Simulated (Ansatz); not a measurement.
How much do the gradients of LiTiH6O2F6 depend on the method?

Cell: a Materials Project structure (computed, not necessarily an observed phase).

```yaml
crystal:
  lattice:
    - [5.67021, 0.00000, 0.00000]
    - [-2.83511, 4.91055, 0.00000]
    - [0.00000, 0.00000, 5.97823]
  atoms:
    - { symbol: Li, position: [0.00000, 0.00000, 0.31020] }
    - { symbol: Ti, position: [0.33333, 0.66667, 0.99608] }
    - { symbol: H, position: [0.16901, 0.98787, 0.71981] }
    - { symbol: H, position: [0.81886, 0.83099, 0.71981] }
    - { symbol: H, position: [0.84831, 0.35014, 0.27314] }
    - { symbol: H, position: [0.01213, 0.18114, 0.71981] }
    - { symbol: H, position: [0.64986, 0.49817, 0.27314] }
    - { symbol: H, position: [0.50183, 0.15169, 0.27314] }
    - { symbol: O, position: [0.00000, 0.00000, 0.65792] }
    - { symbol: O, position: [0.66667, 0.33333, 0.32193] }
    - { symbol: F, position: [0.03262, 0.41777, 0.80296] }
    - { symbol: F, position: [0.38515, 0.96738, 0.80296] }
    - { symbol: F, position: [0.24994, 0.89654, 0.21636] }
    - { symbol: F, position: [0.58223, 0.61485, 0.80296] }
    - { symbol: F, position: [0.10346, 0.35340, 0.21636] }
    - { symbol: F, position: [0.64660, 0.75006, 0.21636] }
```

Sites (sets of like atoms) are named by element and the number of their first atom in this list.

First run. Method: Kohn–Sham DFT in Ansatz, PBE, plane waves and PAW, scalar-relativistic, collinear spin, 420 eV cutoff, Γ-centred 4×4×4 k-points, Fermi–Dirac smearing 0.02 eV. Start moments as typed (μB): 1 on each Ti, none on the rest.

```csv
site,atom,V_zz (10²¹ V/m²),η,m (μB)
Li,1,0.031,0.00,0.00
Ti,2,-13.10,0.00,0.70
H3,3,1.46,0.13,0.00
H4,4,1.46,0.13,0.00
H5,5,2.06,0.22,0.00
H7,7,2.06,0.22,0.00
O9,9,-9.35,0.00,0.00
O10,10,-14.16,0.00,0.00
F11,11,7.93,0.99,0.00
F12,12,7.93,0.99,0.00
F14,14,7.93,0.99,0.00
F13,13,-7.48,0.44,0.00
F15,15,-7.48,0.44,0.00
F16,16,-7.48,0.44,0.00
```

Second run. The same atoms and settings, except that the functional is r2SCAN and the cutoff is 500 eV.

(1) What does the second run give?

## Answers

(1) 

```json
{"site": "Li", "atom": "1", "V_zz": "0.033", "η": "0.24", "change of V_zz": "0.00", "m (μB)": "0.00"}
{"site": "Ti", "atom": "2", "V_zz": "11.72", "η": "0.87", "change of V_zz": "–", "m (μB)": "0.72"}
{"site": "H3", "atom": "3", "V_zz": "1.33", "η": "0.15", "change of V_zz": "-0.13", "m (μB)": "0.00"}
{"site": "H4", "atom": "4", "V_zz": "1.34", "η": "0.14", "change of V_zz": "-0.12", "m (μB)": "0.00"}
{"site": "H5", "atom": "5", "V_zz": "1.94", "η": "0.25", "change of V_zz": "-0.12", "m (μB)": "0.00"}
{"site": "H7", "atom": "7", "V_zz": "1.96", "η": "0.24", "change of V_zz": "-0.10", "m (μB)": "0.00"}
{"site": "O9", "atom": "9", "V_zz": "-9.52", "η": "0.01", "change of V_zz": "-0.17", "m (μB)": "0.00"}
{"site": "O10", "atom": "10", "V_zz": "-14.40", "η": "0.01", "change of V_zz": "-0.24", "m (μB)": "0.00"}
{"site": "F11", "atom": "11", "V_zz": "8.10", "η": "0.83", "change of V_zz": "+0.17", "m (μB)": "0.00"}
{"site": "F12", "atom": "12", "V_zz": "-8.13", "η": "0.93", "change of V_zz": "–", "m (μB)": "0.01"}
{"site": "F14", "atom": "14", "V_zz": "7.71", "η": "0.86", "change of V_zz": "-0.22", "m (μB)": "0.00"}
{"site": "F13", "atom": "13", "V_zz": "-7.33", "η": "0.45", "change of V_zz": "+0.15", "m (μB)": "0.00"}
{"site": "F15", "atom": "15", "V_zz": "-7.33", "η": "0.42", "change of V_zz": "+0.15", "m (μB)": "0.00"}
{"site": "F16", "atom": "16", "V_zz": "-6.90", "η": "0.50", "change of V_zz": "+0.58", "m (μB)": "0.00"}
```

The largest change of V_zz along a kept axis is on F16, from -7.48 to -6.90. The whole tensor moves most on Ti, by 7.33 along its most changed direction. In per cent, |V_zz| changes by -9 to -5 on H, +2 on O, -8 to +2 on F (all sites that start above 0.5, bar those whose gradient vanishes or changes sign or whose main axis turns by over 40°). Where |V_zz| stays above 0.1 and the axes keep their order, η moves most on F11, from 0.99 to 0.83. On Ti, F12 the largest principal value lies along another axis in the second run, so the two V_zz can't be compared directly.

All moments are parallel here, as the start or the cell imposes; many such compounds order antiparallel, where fields and spin densities carried over to other atoms largely cancel. The magnetic order is the one that the run reached from its start moments, not necessarily the measured one.
For the first run: With a gap of 0.14 eV under a smearing of 0.02 eV the band edges are partly filled, so small gradients can hang on the smearing and the k-mesh.
For the second run: The largest force is 0.5 eV/Å, so the atoms aren't at the calculated equilibrium and relaxing them would move these values. The electronic state that the run reached has lower symmetry than the atoms (orbital or charge order), so like atoms can differ and cubic sites can carry a gradient. The program didn't check the stability of this electronic state in full, so a lower one may lie near. With a gap of 0.8 eV on this mesh, small gradients can still move by 0.1 × 10²¹ V/m² or more as the k-mesh gets denser.
